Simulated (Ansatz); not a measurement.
Method: PBE, no spin polarisation; PAW, plane waves to 420 eV, 9×9×5 Γ-centred mesh, cold occupations (width 0.1298 eV) (Ansatz 0.2.0), atoms fixed.

Computed maps in the lattice plane spanned by a (left to right, 3.77 Å, 11 points from zero) and b (bottom to top, 4.99 Å, 15 points from zero), 68° apart, at height 0.750 along c. The fields are smooth PAW ones with compensation charges, not the true ones near nuclei.

Valence density. Digits on a logarithmic scale: 0 up to 0.03 e/Å³, each further digit a factor of 1.6, 9 from 1.3 e/Å³ up:
```
22379999963
22369989974
33347999985
45545899975
66765577765
79998655555
79999854445
79999975445
69999985555
57999986555
55799975555
44567665444
33455654433
23457876433
22469999642
```

ELF. Ten even steps from '0' (0.01) to '9' (0.87):
```
00079738950
00049702981
01117965981
12211899971
23331158731
35554211111
36556421112
36535522222
24634632333
22565632344
32255532344
32222222233
21111111122
10026774001
00069999600
```

The cell is SrB2Pd. Which atoms lie within 0.2 Å of this plane, and where (fractions of a and b)?

Pd at (0.28, 0.44), Sr at (0.57, 0.87). The whole cell:
```
B Pd Sr
1.0
     3.77232    0.00000    0.00000
     1.88616   -4.61807    0.00000
     0.00000    0.00000   -6.83650
B Pd Sr
4 2 2
Direct
  0.14675 0.70650 0.44842
  0.85325 0.29350 0.94842
  0.85325 0.29350 0.55158
  0.14675 0.70650 0.05158
  0.28169 0.43662 0.75000
  0.71831 0.56338 0.25000
  0.43484 0.13032 0.25000
  0.56516 0.86968 0.75000
```

Origin: a known structure type with other elements, at an estimated volume, so it need not be a known compound.
